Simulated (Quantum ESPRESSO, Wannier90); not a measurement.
# Ni₃Ge (Cu3Au type), plane waves to Wannier functions

```xyz
4
Lattice="3.5303 0.0000 0.0000 0.0000 3.5303 0.0000 0.0000 0.0000 3.5303" Properties=species:S:1:pos:R:3 pbc="T T T"
Ni     1.7652     0.0000     1.7652
Ni     0.0000     1.7652     1.7652
Ni     1.7652     1.7652     0.0000
Ge     0.0000     0.0000     0.0000
```

Materials Project entry mp-21008; symmetrised, unrelaxed at this level. Not found in the COD (Crystallography Open Database) copy used; not checked further. Level: PBEsol, spinors with spin-orbit coupling; pw.x of Quantum ESPRESSO at 79 Ry with PseudoDojo potentials, 4×4×4 k-points, Wannier90. Density: 10×10×10 mesh, cold smearing 0.01 Ry. A non-magnetic state is assumed; magnetic ones were not tried.

A tight-binding model is made by disentanglement and projection with no localisation steps (num_iter = 0), so the 62 orbitals stay atom-like: hydrogen-like Ni: s;p;d; Ge: s;p, axes along x, y, z; frozen window up to 3.00 eV relative to the Fermi level. It follows pw.x to 18 meV rms for states up to 1.0 eV relative to the Fermi level. Matrix elements depend on this choice of orbitals and windows.

The 20 largest hoppings ⟨m,0|H|n,R⟩ between different sites (one of each Hermitian pair; signs follow the real orbitals' lobes; the list may end inside a set of equal values):

| m | n | R | distance of the centres (Å) | t (eV) | Im t (eV) |
|---|---|---|---|---|---|
| Ni2 py↑ | Ni1 px↑ | 0 0 0 | 2.50 | -2.170 | -0.012 |
| Ni2 py↓ | Ni1 px↓ | 0 0 0 | 2.50 | -2.170 | 0.012 |
| Ni2 py↓ | Ni1 px↓ | 0 1 0 | 2.50 | 2.170 | 0.012 |
| Ni1 px↑ | Ni2 py↑ | 1 -1 0 | 2.50 | -2.170 | 0.012 |
| Ni1 px↓ | Ni2 py↓ | 1 -1 0 | 2.50 | -2.170 | -0.012 |
| Ni1 px↓ | Ni2 py↓ | 1 0 0 | 2.50 | 2.170 | -0.012 |
| Ni2 py↑ | Ni1 px↑ | 0 1 0 | 2.50 | 2.170 | -0.012 |
| Ni1 px↑ | Ni2 py↑ | 1 0 0 | 2.50 | 2.170 | 0.012 |
| Ni3 py↑ | Ni1 pz↑ | 0 0 0 | 2.50 | -2.170 | 0.000 |
| Ni1 pz↑ | Ni3 py↑ | 0 0 1 | 2.50 | 2.170 | 0.000 |
| Ni3 py↑ | Ni1 pz↑ | 0 1 -1 | 2.50 | -2.170 | 0.000 |
| Ni3 py↑ | Ni1 pz↑ | 0 1 0 | 2.50 | 2.170 | 0.000 |
| Ni3 py↓ | Ni1 pz↓ | 0 0 0 | 2.50 | -2.170 | 0.000 |
| Ni1 pz↓ | Ni3 py↓ | 0 0 1 | 2.50 | 2.170 | 0.000 |
| Ni3 py↓ | Ni1 pz↓ | 0 1 -1 | 2.50 | -2.170 | 0.000 |
| Ni3 py↓ | Ni1 pz↓ | 0 1 0 | 2.50 | 2.170 | 0.000 |
| Ni3 px↑ | Ni2 pz↑ | 0 0 0 | 2.50 | -2.170 | 0.000 |
| Ni3 px↓ | Ni2 pz↓ | 0 0 0 | 2.50 | -2.170 | 0.000 |
| Ni2 pz↑ | Ni3 px↑ | 0 0 1 | 2.50 | 2.170 | 0.000 |
| Ni2 pz↓ | Ni3 px↓ | 0 0 1 | 2.50 | 2.170 | 0.000 |
